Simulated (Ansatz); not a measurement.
YbSe2, relaxed from a CdCl2-type start to space group Fm-3m (read at 0.02 Å)

Computed with Ansatz (plane waves, PAW, 420 eV cutoff): PBE, scalar-relativistic, collinear spin, Γ-centred 8×8×8 mesh, 0.05 eV Gaussian smearing; PAW files: Ansatz's generated set soft_2.

```yaml
crystal:
  lattice:
    - [2.40798, 1.39025, 3.93258]
    - [-2.40798, 1.39025, 3.93258]
    - [0.00000, -2.78050, 3.93258]
  atoms:
    - { symbol: Yb, position: [0.00000, 0.00000, 0.00000] }
    - { symbol: Se, position: [0.25001, 0.25001, 0.25001] }
    - { symbol: Se, position: [0.74999, 0.74999, 0.74999] }
```

The cell came from substitution into a structure type; no database entry of this phase was matched, which doesn't show that none exists.

Magnetic state: non-magnetic, site spin moments none.

The cell above was scaled in volume, and shape and atoms were relaxed at each volume within its symmetry. Energies are counted from the cell above.

The cell is relaxed to zero pressure at this level.

| V (Å³/atom) | ΔE (meV/atom) | P (GPa) |
| --- | --- | --- |
| 24.88 | 14.1 | 3.3 |
| 25.28 | 7.3 | 2.3 |
| 25.80 | 1.8 | 1.1 |
| 26.33 | 0.0 | 0.0 |
| 26.86 | 1.6 | -0.9 |
| 27.38 | 6.1 | -1.8 |
| 28.17 | 17.9 | -2.9 |
| 28.96 | 34.9 | -3.9 |

Q: What do the points give for the equilibrium volume, the bulk modulus and its pressure derivative (third-order Birch–Murnaghan)?

A: V0 = 26.34 Å³/atom, B0 = 51 GPa, B0′ = 4.5.

B0·V0 = 50.8 GPa × 26.34 Å³ = 8.35 eV/atom sets the scale: near the minimum ΔE ≈ ½ B0 V0 x², with x = V/V0 − 1, and a pressure of 0.5 GPa squeezes the volume by about 1 %. At the ends of the curve: x = −5.5 % predicts 12.8 meV/atom and the run gives 14.1; x = +10.0 % predicts 41.5 meV/atom and the run gives 34.9. The lopsidedness is anharmonic: atoms resist being pushed together more than being pulled apart.

Without a U the 4f levels of Yb lie too near the Fermi level, so their share of the states there, and what hangs on it, is overstated. For elements this heavy, spin–orbit coupling would shift levels and gaps; it isn't included here. The run is a metal.
